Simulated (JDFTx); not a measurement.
System: boroxine, B3H3O3 (SMILES B1OBOBO1), charge 0, multiplicity 1; geometry: optimised with GFN2-xTB in vacuum (one conformer, no frequencies checked; largest PBE force component 0.9 eV/Å). Z-matrix (Å, degrees):
```
O
B 1 1.3601
B 1 1.3602 2 120.13
O 3 1.3601 1 119.87 2 -0.03
B 4 1.3602 3 120.13 1 0.01
O 5 1.3601 4 119.87 3 0.00
H 5 1.1698 6 120.07 2 179.95
H 3 1.1699 4 120.06 5 179.88
H 2 1.1699 1 120.07 3 179.98
```

All numbers are PBE, GBRV ultrasoft potentials, plane waves to 20/100 Ha results from JDFTx (a modified build), not measurements. Liquid: CANDLE, water, 1 M KCl. The liquid run sits in a periodic box with 3.75 Å from the outermost atoms to the faces; the vacuum run is isolated. The box matters at about 0.01 eV. Solvation energy here means the total energy in the continuum liquid minus that in vacuum, same nuclei, nothing added for thermal motion or standard states.

The values are those of the intact species: the continuum can't coordinate to it or react with it.

```
Item                                                                                  Value
-------------------------------------------------------------  ----------------------------
solvation energy                                                              -1.7 kcal/mol
part: cavitation term of the fluid                                            12.0 kcal/mol
part: dispersion term of the fluid                                            -9.7 kcal/mol
part: electrostatic term of the fluid                                         -4.6 kcal/mol
part: distortion of the solute's electrons                                     0.6 kcal/mol
highest occupied level in vacuum (zero: vacuum level)                              -8.04 eV
highest occupied level in the liquid (zero: bulk electrolyte)                      -7.79 eV
volume of the model's cavity                                                       239.6 Å³
rough cost, vacuum and liquid run                              4 min and 3 min of core time
```
